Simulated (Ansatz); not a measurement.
Computed with DFT PBE, scalar-relativistic, plane waves, PAW (Ansatz). All cells share a 420 eV cutoff and Γ-centred k meshes spaced about 0.3 Å⁻¹ or finer (0.25 for metals, 2π included). No spin polarisation.

Temperature and zero-point effects are left out.

Compare these two cells of BaCd₃Se₄, each relaxed at this level.

A.

```
Ba Cd Se
1.0
    -3.82492    3.82492    3.59837
     3.82492   -3.82492    3.59837
     3.82492    3.82492   -3.59837
Ba Cd Se
1 3 4
Cartesian
  0.0000 0.0000 0.0000
  0.0000 3.8249 0.0000
  3.8249 0.0000 0.0000
  0.0000 0.0000 3.5984
  1.4348 5.2597 1.7992
  -1.4348 2.3902 1.7992
  5.2597 -1.4348 1.7992
  2.3902 1.4348 1.7992
```

B.

```
Ba Cd Se
1.0
     7.21273    0.00000    0.00000
     0.00000    4.17992    0.00000
    -0.88479    0.00000    7.28000
Ba Cd Se
1 3 4
Direct
  0.00000 0.00000 0.50000
  0.50000 0.50000 0.50000
  0.00000 0.00000 0.00000
  0.50000 0.50000 0.00000
  0.83262 0.50000 0.19061
  0.35221 0.00000 0.26348
  0.64779 0.00000 0.73652
  0.16738 0.50000 0.80939
```

Question: Which is lower in energy, and by how much?

Answer: B is lower, by 57 meV/atom. A has Ba and Cd ordered on caesium chloride sites, space group I422 (No. 97), 26.3 Å³/atom and no gap on its mesh; B has space group P2/m (No. 10), 27.4 Å³/atom and a gap of 0.44 eV. Counting Se atoms around Ba and Cd (those within 1.25 times the shortest such distance or 1.15 times the sum of covalent radii, 1.27 where that leaves under three; a plus sign parts nearer from farther groups; the shortest distance is added where it exceeds 1.18 times the sum of covalent radii; a slash parts the counts of unlike sites), A has Ba 8, Cd 4/8 from 3.3 Å and B has Ba 6, Cd 2+4/4+2/6. The lower one is the more open, so pressure narrows the difference. In A, around Ba lie 8 Se at 3.32 Å, 2 Cd at 3.60 Å and 4 Cd at 3.82 Å; Cd on a site of symmetry 222 has 4 Se at 2.71 Å, 2 Cd at 3.60 Å, 2 Ba at 3.82 Å, 2 Cd at 3.82 Å and 4 Se at 3.83 Å; around Se lie 2 Cd at 2.71 Å, 2 Ba at 3.32 Å and 2 Cd at 3.32 Å; 1 more site not described. In B, around Ba lie 6 Se at 3.21–3.24 Å, 2 Cd at 3.67 Å, 4 Cd at 4.17 Å and 2 Ba at 4.18 Å; around Cd on its first site lie 4 Se at 2.84 Å, 2 Se at 3.50 Å, 2 Cd at 3.67 Å, 4 Ba at 4.17 Å and 2 Cd at 4.18 Å; around Se on its first site lie 1 Cd at 2.63 Å, 2 Cd at 2.86 Å and 2 Ba at 3.21 Å; 3 more sites not described. Both come from trial cells of a structure search, whose lowest cell (Amm2, 31.4 Å³/atom) lies 110 meV/atom below the lower of the two.

Kohn–Sham gaps at this level usually fall short of measured ones. The zero gap of I422 may come from the functional, which often closes small gaps, or the cell may be a true semimetal. With atoms moved at random, B went lower on a coarse mesh, which no converged run confirmed. Other cells relaxed within their symmetry can be saddle points. Some types were kept out of the candidates beforehand, so the set may lack a known form.
